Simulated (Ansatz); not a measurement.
The start is a relaxed Pb cell displaced along its unstable phonon at q = (½, 0, 0) of its primitive reciprocal cell (23i cm⁻¹), largest move 0.15 Å. The cell and all atomic positions are relaxed at zero pressure with PBE (plane waves to 420 eV, PAW, scalar-relativistic; Ansatz, a quantum-chemistry and plane-wave program). The first steps use a coarse 5×10×10 k-mesh.

The start:
```yaml
crystal:
  lattice:
    - [6.50707, 0.00000, 0.00000]
    - [0.00000, 3.25354, 0.00000]
    - [0.00000, 0.00000, 3.25354]
  atoms:
    - { symbol: Pb, position: [0.00000, 0.00000, 0.95390] }
    - { symbol: Pb, position: [0.50000, 0.00000, 0.04610] }
```

### Question
What is the largest force in the starting geometry, and on which atom (counted from 1)?

### Answer
0.07 eV/Å, on Pb1, Pb2 (atoms numbered as listed).

### Question
How much energy is released per atom?

### Answer
0.08 eV/atom.

### Question
Does it find its way back to the structure it was made from?

### Answer
It does not go back: it reaches P6/mmm (No. 191), AFLOW prototype A_hP1_191_a (A_f, as in Sn), 0.09 eV/atom below the parent.

### Question
How do the shortest distances between atoms change?

### Answer
The closest pairs of elements (up to four, under 3.6 Å), start → end: Pb–Pb 3.25 → 3.27 Å.

### Question
Is the relaxed structure metallic? Give its gap.

### Answer
No gap (metallic).

### Question
What does it relax into? Give the structure.

### Answer

Space group P6/mmm (No. 191); a = b = 3.4211 Å, c = 3.2740 Å, α = β = 90.00°, γ = 120.00°

```json
[
 {"atom": "Pb", "site": "1a", "symmetry": "6/mmm", "x": "0.0000", "y": "0.0000", "z": "0.0000"}
]
```

Final values are on a 16×16×14 k-mesh of the relaxed cell. No spin polarisation in the result.

The run could not lose the symmetry of its start, so the end can be a saddle point.

The relaxed structure here is a generated cell of Pb: the first start was made by placing the elements on the sites of a structure type, and the end was not matched to a known phase here, so it may be hypothetical. Known forms of Pb include space group No. 225.
